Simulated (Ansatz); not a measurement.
A geometry of VBiO4 away from equilibrium: step 20 of the relaxation of a generated cell, VBiO4 built in the AFLOW prototype ABC4_mP12_13_e_a_2g (E1_b, as in AgTe4Au). Computed with PBE (plane waves to 420 eV, PAW, scalar-relativistic; Ansatz, a quantum-chemistry and plane-wave program). Γ-centred k-mesh 4×6×3 on the run's cell (coarser than for final values), Fermi–Dirac smearing 0.05 eV.

```xyz
12
Lattice="5.3891 0.0000 0.4548 0.0000 3.9503 0.0000 -3.0693 0.0000 7.3042" Properties=species:S:1:pos:R:3:forces:R:3 pbc="T T T" free_energy=-35164.685 pressure_GPa=4.8
V      1.9273     2.7402     2.0535    0.0000   -0.0279    0.0000
V      0.3926     1.2102     5.7056    0.0000    0.0279    0.0000
O      1.7204     0.1487     5.3725    0.0034   -0.0040    0.0239
O     -0.9351     0.1487     6.0387   -0.0034   -0.0040   -0.0239
O      0.5995     3.8016     2.3866   -0.0034    0.0040   -0.0239
O      3.2550     3.8016     1.7204    0.0034    0.0040    0.0239
O     -1.7629     1.9787     7.9323   -0.0026    0.0129    0.0190
O      2.5481     1.9787     3.4789    0.0026    0.0129   -0.0190
O      4.0828     1.9716    -0.1732    0.0026   -0.0129   -0.0190
O     -0.2282     1.9716     4.2802   -0.0026   -0.0129    0.0190
Bi     0.0000     0.0000     0.0000    0.0000    0.0000    0.0000
Bi    -1.5346     0.0000     3.6521    0.0000    0.0000    0.0000
```

Positions in Å, forces in eV/Å, free energy of the cell in eV (comparable only within this code, potentials and settings). Largest force: 0.03 eV/Å, on V1, V2 (atoms numbered as listed); the geometry lies 0.05 eV/atom above the end of its relaxation.

Spin-polarised start, with parallel moments on V.

No spin polarisation in the result: the starting moments vanished. The d or f electrons are treated with no Hubbard U.

The run could not lose the symmetry of its start: the end is stationary, and may be a saddle point rather than a minimum.

The end of the path is a generated cell of VBiO4: the first start was made by placing the elements on the sites of a structure type, and the end was not matched to a known phase here, so it may be hypothetical. Known forms of VBiO4 include space group No. 88.
